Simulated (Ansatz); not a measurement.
Ba₂SrIrO₆: input and output

The input, for Ansatz 0.2.0 (plane waves, PAW):

```yaml
crystal:
  lattice:
    - [6.11384, 0.0, 0.0]
    - [3.012454, 5.320167, 0.0]
    - [3.012454, 1.756108, 5.021974]
  atoms:
    - { symbol: Ir, position: [0.5, 0.5, 0.5] }
    - { symbol: O, position: [0.7222, 0.7222, 0.2747] }
    - { symbol: O, position: [0.2747, 0.7222, 0.7222] }
    - { symbol: O, position: [0.7222, 0.2747, 0.7222] }
    - { symbol: O, position: [0.2778, 0.2778, 0.7253] }
    - { symbol: O, position: [0.2778, 0.7253, 0.2778] }
    - { symbol: O, position: [0.7253, 0.2778, 0.2778] }
    - { symbol: Ba, position: [0.2505, 0.2505, 0.2505] }
    - { symbol: Ba, position: [0.7495, 0.7495, 0.7495] }
    - { symbol: Sr, position: [0.0, 0.0, 0.0] }
  symmetry: { tolerance: 0.0003 }
kpoints:
  mp_grid: { grid: [7, 7, 7], shift: [0, 0, 0] }
  band_path:
    path:
      - [0.0, 0.0, 0.0]
      - [0.5, 0.5, 0.5]
      - [0.74816845, 0.25183155, 0.5]
      - [0.5, -0.25183155, 0.25183155]
      - [0.5, 0.0, 0.0]
      - [0.0, 0.0, 0.0]
      - [0.37591578, -0.37591578, 0.0]
      - [0.62408422, 0.0, 0.37591578]
      - [0.5, 0.0, 0.5]
      - [0.0, 0.0, 0.0]
    npoints: 6
magnetization:
  spin_polarized: false
scf:
  occupations: { method: fermi_dirac }
  lower_state_search: "off"
  max_iter: 200
hamiltonian:
  pseudopotentials: { kind: paw }
  xc: r2scan
basis:
  ecutwfc: 500
  fft_grid_basis: typed
output:
  forces: true
  stress: true
  eigenvalues: true
  bader: true
  populations: true
  elf: true
  write_potential: true
  volumetric_format: npy
  dos:
    e_range: [-12, 8]
    de: 0.05
    projected: { site_lists: { Ba: [Ba], Ir: [Ir], O: [O], Sr: [Sr] } }
checkpoint:
  read: saved_state
```

The run starts from an earlier solution of this cell. 

Output (shortened):

```
SCF iter   1: F=-30851.0903 eV  Δρ=6.90e-4  dr2=3.20e-4  dr2_τ=2.03e-3
SCF iter   2: F=-30851.0906 eV  Δρ=3.69e-4  dr2=1.55e-4  dr2_τ=9.61e-5
SCF iter   3: F=-30851.0906 eV  Δρ=7.49e-5  dr2=2.63e-5  dr2_τ=2.17e-6
SCF iter   4: F=-30851.0905 eV  Δρ=4.50e-5  dr2=4.43e-6  dr2_τ=1.01e-6
SCF iter   5: F=-30851.0905 eV  Δρ=3.70e-5  dr2=2.49e-6  dr2_τ=4.75e-7
SCF iter   6: F=-30851.0905 eV  Δρ=9.45e-6  dr2=1.33e-7  dr2_τ=3.63e-8
SCF iter   7: F=-30851.0905 eV  Δρ=2.56e-6  dr2=1.43e-8  dr2_τ=2.29e-9
Free energy (F): -30851.0905 eV
Harris-Foulkes:  -30851.0905 eV  (|F-HF|=1.31e-9)
Internal energy: -30850.8149 eV  (E = F + TS)
E sigma→0 (E₀):  -30850.9527 eV
Entropy (-TS):   -0.2756 eV (-27.557 meV/atom)
Fermi energy:    9.4743 eV
--- Per-component energies (eV) ---
  E_band       = -497.8471
  E_kinetic    = 2253.9309
  E_local      = -5949.7055  (includes V_loc(G=0)·N_el)
  E_nonlocal   = 669.5772
  E_hartree    = 2225.2536
  E_xc         = -1173.7488
  E_vxc        = -1440.8123  (∫ρ·V_xc dr)
  E_paw        = -23423.6699  (= ΣΔE_a)
  E_vpaw       = -567.0492  (= ΣTr[D̂ρ^β])
  E_aug_tail   = 0.0060  (compensation charges beyond the density's cutoff)
  E_vtau       = 85.6957  (kinetic-family band-sum trace: ∫τ·v_τ [+ j·A + Jᵃ·Aᵃ] dr)
  E_ewald      = -5451.9446
  E_core_change = -0.5137  (= ΣΔE_core)
  E_smearing   = -0.2756  (= −TS)
--- Stress (GPa, compression-positive) ---
       -3.3120       0.6721       0.4770
        0.6721      -4.0731       0.2781
        0.4770       0.2781      -4.2676
  P = ⅓ Tr σ = -3.8842 GPa (-38.842 kbar)
--- Löwdin populations: 10 sites ---
  site symbol       q [e]
     0     Ir     15.1175
     1      O      7.0122
     2      O      7.0122
     3      O      7.0122
     4      O      7.0122
     5      O      7.0122
     6      O      7.0122
     7     Ba      8.2657
     8     Ba      8.2657
     9     Sr      8.2762
  spilling = 0.0121 (of n_electrons = 83.0000)
--- Bader charges: 10 sites ---
  site symbol  charge [e]  shift [e]
     0     Ir      2.2398     0.0035
     1      O     -1.1706     0.0005
     2      O     -1.1706     0.0005
     3      O     -1.1706     0.0005
     4      O     -1.1706     0.0005
     5      O     -1.1706     0.0005
     6      O     -1.1706     0.0005
     7     Ba      1.6065     0.0000
     8     Ba      1.6065     0.0000
     9     Sr      1.5709     0.0003
```

Origin: a database entry at a rescaled volume. Caveats: many states at the Fermi level without spin polarisation, so a magnetic state may lie lower.
